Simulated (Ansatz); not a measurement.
## LuW₂ClO₄: settings compared (Ansatz)

Run with:

```bash
ansatz run input.yaml --threads 1 --pin off --max-ram 2560MiB --backend cpu --events-out ev --progress --plain --runs-dir out
```

input.yaml:

```yaml
crystal:
  lattice:
    - [3.518449, 0.0, 0.0]
    - [0.0, 3.518449, 0.0]
    - [0.0, 0.0, 8.150079]
  atoms:
    - { symbol: Cl, position: [0.0, 0.0, 0.5] }
    - { symbol: Lu, position: [0.0, 0.0, 0.0] }
    - { symbol: O, position: [0.5, 0.0, 0.848] }
    - { symbol: O, position: [0.0, 0.5, 0.848] }
    - { symbol: O, position: [0.5, 0.0, 0.152] }
    - { symbol: O, position: [0.0, 0.5, 0.152] }
    - { symbol: W, position: [0.5, 0.5, 0.7193] }
    - { symbol: W, position: [0.5, 0.5, 0.2807] }
  symmetry: { tolerance: 0.0003 }
kpoints:
  mp_grid: { grid: [5, 5, 3], shift: [0, 0, 0] }
magnetization:
  spin_polarized: false
scf:
  occupations: { method: fermi_dirac, width: 0.0149 }
hamiltonian:
  pseudopotentials: { kind: paw }
  xc: pbe
basis:
  ecutwfc: 420
output:
  forces: true
  stress: true
  eigenvalues: true
  write_density: true
  write_potential: true
  elf: true
  volumetric_format: npy
```

Origin of the cell: a known structure type with other elements, at an estimated volume, so it need not be a known compound.

Output of this run (shortened):

```
Pseudopotentials: kind: paw
Pseudopotential: Cl, paw, valence charge 7, recommended cutoff 420 eV (normal), Cl.paw.azcp
Pseudopotential: Lu, paw, valence charge 25, recommended cutoff 420 eV (normal), Lu.paw.azcp
Pseudopotential: O, paw, valence charge 6, recommended cutoff 420 eV (normal), O.paw.azcp
Pseudopotential: W, paw, valence charge 14, recommended cutoff 420 eV (normal), W.paw.azcp
Functional definition: PBE
  exchange = pbe_x(kappa = kappa, mu = beta*pi^2/3)
  correlation = pbe_c(beta = beta)
Crystal: 8 atoms, lattice volume = 100.894 Å³
Basis set: ecut = 420 eV, 1943 PW (Γ), exchange–correlation on 48×48×120 points (8 copies of the dense FFT grid, shifted against one another)
Bands: 51, of which v1, the nominal top of the filled ones, is band 42 counted from 1 (41 counted from 0)
Symmetry: 16 space group operations
[… 10 lines left out …]
Initial density: superposition of atomic densities (neutral atoms: chi_scale 0, normalization atom), corrected by the library's trained network
Functional: x = pbe(κ = 0.804, μ = 0.219515), c = pbe(β = 0.066725)
SCF iter   1: F=—  HF=-38851.257015 eV  Δρ=1.43e-2  dr2=1.85e-1
SCF iter   2: F=—  HF=-38851.231188 eV  Δρ=6.57e-3  dr2=5.73e-2  defer=20
SCF iter   3: F=—  HF=-38851.223912 eV  Δρ=1.46e-3  dr2=4.45e-3  defer=20
SCF iter   4: F=—  HF=-38851.224867 eV  Δρ=1.15e-3  dr2=2.10e-3  defer=20
SCF iter   5: F=—  HF=-38851.223325 eV  Δρ=4.50e-4  dr2=4.40e-4  defer=20
SCF iter   6: F=—  HF=-38851.223312 eV  Δρ=3.47e-4  dr2=8.52e-5  defer=20
SCF iter   7: F=—  HF=-38851.223057 eV  Δρ=4.13e-5  dr2=6.85e-6  defer=20
SCF iter   8: F=—  HF=-38851.223057 eV  Δρ=1.76e-5  dr2=1.12e-6  defer=20
SCF iter   9: F=—  HF=-38851.223057 eV  Δρ=8.83e-6  dr2=2.21e-7  defer=20
SCF iter  10: F=-38851.223057 eV  HF=-38851.223057 eV  Δρ=3.60e-6  dr2=2.04e-8
SCF 1 converged in 10 iterations: F = -38851.223057 eV  dr2 = 2.04e-8
SCF converged after 10 iterations
Free energy (F): -38851.223057 eV
Harris-Foulkes:  -38851.223057 eV  (|F-HF|=1.24e-8)
Internal energy: -38851.215144 eV  (E = F + TS)
E sigma→0 (E₀):  -38851.219101 eV
Entropy (-TS):   -0.007913 eV (-0.989 meV/atom)
Fermi energy:    15.985555 eV
--- Per-component energies (eV) ---
  E_band       = -164.371067
  E_kinetic    = 2198.302788
  E_local      = -12779.530462  (includes V_loc(G=0)·N_el)
  E_nonlocal   = 805.412430
  E_hartree    = 5445.542630
  E_xc         = -1155.430098
  E_vxc        = -1236.453258  (∫ρ·V_xc dr)
  E_paw        = -25794.667749  (= ΣΔE_a)
  E_vpaw       = -43.206008  (= ΣTr[D̂ρ^β])
  E_aug_tail   = 0.009878  (compensation charges beyond the density's cutoff)
  E_ewald      = -7570.854561
  E_smearing   = -0.007913  (= −TS)
  Σ components = -38851.223057   (vs F -38851.223057, Δ=0.00e0)
--- Forces (eV/Å), atoms counted from 1 ---
  atom   1  Cl     0.000000     0.000000     0.000000
  atom   2  Lu     0.000000     0.000000     0.000000
  atom   3  O      0.000000     0.000000    -3.202791
  atom   4  O      0.000000     0.000000    -3.202791
  atom   5  O      0.000000     0.000000     3.202791
  atom   6  O      0.000000     0.000000     3.202791
  atom   7  W      0.000000     0.000000     0.468497
  atom   8  W      0.000000     0.000000    -0.468497
  max |Σ_I F_I| component: 4.44e-16 eV/Å
--- Stress (GPa, compression-positive) ---
       20.714415       0.000000       0.000000
        0.000000      20.714415       0.000000
        0.000000       0.000000       1.797145
  P = ⅓ Tr σ = 14.4087 GPa (144.087 kbar)
```

The same input was run again with these changes:

1. `scf.occupations.width` 0.0149 → default; `scf.occupations.method` fermi_dirac → tetrahedron_uncorrected
2. `magnetization` { spin_polarized: false } → { spin_polarized: true } (starts: ferro); typed moments: Cl1 3, Lu2 2, O3 3, O4 3, O5 2, O6 2, W7 1, W8 3
3. `scf.convergence.dr2_threshold` default → 1.0e-08
4. `magnetization` { spin_polarized: false } → default; `crystal.atoms[0].spin` default → 2.0; `scf.max_iter` default → 75; typed moments: Cl1 2

| run | end | SCF iterations | P (GPa) | max force component (eV/Å) | moment (μB) | ΔE(σ→0) (meV/atom) |
| --- | --- | --- | --- | --- | --- | --- |
| base | converged | 10 | 14.41 | 3.203 | – | 0 |
| 1 | converged | 10 | 14.43 | 3.197 | – | 1.60 |
| 2 | converged | 20 | 15.57 | 3.055 | 2.13 | -19.89 |
| 3 | converged | 11 | 14.41 | 3.203 | – | 0.00 |
| 4 | input refused | 0 | – | – | – | – |

Energies are compared only where functional, datasets, charge and starting cell are the same.

Caveats of the base run: no moments, though an odd count or open d shells may carry them; no spin-orbit coupling, though heavy elements are present; the k mesh is coarse if the cell is a metal.

Run 2: one start, so the magnetic state may not be the lowest; typed moments were cut to what the open shells hold.

Time of the base run: 6 s on 1 thread of Intel(R) Xeon(R) Platinum 8488C (Sapphire Rapids), on a shared host, peak memory 0.46 GiB, from the program's own first density.
